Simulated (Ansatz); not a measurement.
Relaxing a structure of Zr$_{3}$Si

The relaxed structure here is a generated cell of Zr3Si: the first start was made by placing the elements on the sites of a structure type, and the end was not matched to a known phase here, so it may be hypothetical.

The start is a generated cell, Zr3Si placed in the AFLOW prototype AB3_hR8_155_c_de (D0_14, as in AlF3). The structure is fully relaxed (lattice and positions, P = 0) with r2SCAN (plane waves to 500 eV, PAW, scalar-relativistic; Ansatz, a program for electronic structure). First-step values are on the input's coarse k-mesh.

Ansatz input (later rounds restart from its end on a renewed k-mesh):
Ansatz 0.2 input:
```yaml
crystal:
  lattice:
    - [3.3315367, 1.9234636, 5.6267763]
    - [-3.3315367, 1.9234636, 5.6267763]
    - [0, -3.8469272, 5.6267763]
  atoms:
    - { symbol: Si, position: [0.237, 0.237, 0.237] }
    - { symbol: Si, position: [0.763, 0.763, 0.763] }
    - { symbol: Zr, position: [0.43, 0.57, 0] }
    - { symbol: Zr, position: [0, 0.43, 0.57] }
    - { symbol: Zr, position: [0.57, 0, 0.43] }
    - { symbol: Zr, position: [0.07, 0.93, 0.5] }
    - { symbol: Zr, position: [0.5, 0.07, 0.93] }
    - { symbol: Zr, position: [0.93, 0.5, 0.07] }
basis: { ecutwfc: 500, ecutrho_ratio: 4, xc_grid: 4, fft_grid_basis: typed }
kpoints: { mp_grid: { grid: [4, 4, 4] } }
hamiltonian:
  xc: r2scan
  dispersion: none
  pseudopotentials: { kind: paw }
scf: { occupations: { method: fermi_dirac, width: 0.05 } }
relax: { f_tol: 0.01, max_steps: 100, cell: { stress_tol: 0.02 } }
output: { forces: true, stress: true }
```

```yaml
largest_initial_force: about 4.3 eV/Å, on Si1, Si2 (atoms numbered as listed)
outcome: The space group goes from R32 (No. 155) to R-3c (No. 167), with 8 atoms in the primitive cell
energy_released: 0.89 eV/atom
volume_change: -13.1 %, from 27.04 to 23.50 Å³/atom
Shortest distances (start → end): "The closest pairs of elements (up to four, under 3.6 Å), start → end: Si–Zr 2.31 → 2.56 Å; Zr–Zr 3.43 → 3.30 Å"
band_gap_at_the_end: zero (metallic)
optimiser_moves: 11
```

Relaxed structure:

```cif
data_Si6Zr18
_chemical_formula_sum 'Si6 Zr18'
_space_group_name_H-M_alt 'R-3c :H'
_space_group_IT_number 167
_space_group_name_Hall '-R 3 2"c'
_cell_length_a 6.11677
_cell_length_b 6.11677
_cell_length_c 17.40587
_cell_angle_alpha 90.000
_cell_angle_beta 90.000
_cell_angle_gamma 120.000
loop_
_atom_site_label
_atom_site_type_symbol
_atom_site_symmetry_multiplicity
_atom_site_Wyckoff_symbol
_atom_site_fract_x
_atom_site_fract_y
_atom_site_fract_z
_atom_site_occupancy
Si1 Si 6 b 0.00000 0.00000 0.00000 1
Zr1 Zr 18 e 0.31138 0.31138 0.25000 1
```
(The calculation used a cell of 8 atoms; values per cell refer to that cell.)

Final values are on a 9×9×9 k-mesh of the relaxed cell. No spin polarisation in the result.

The run could not lower the symmetry of its start; a shaken copy of this end point relaxes with r2SCAN to Cc (No. 9), 0.23 eV/atom lower.
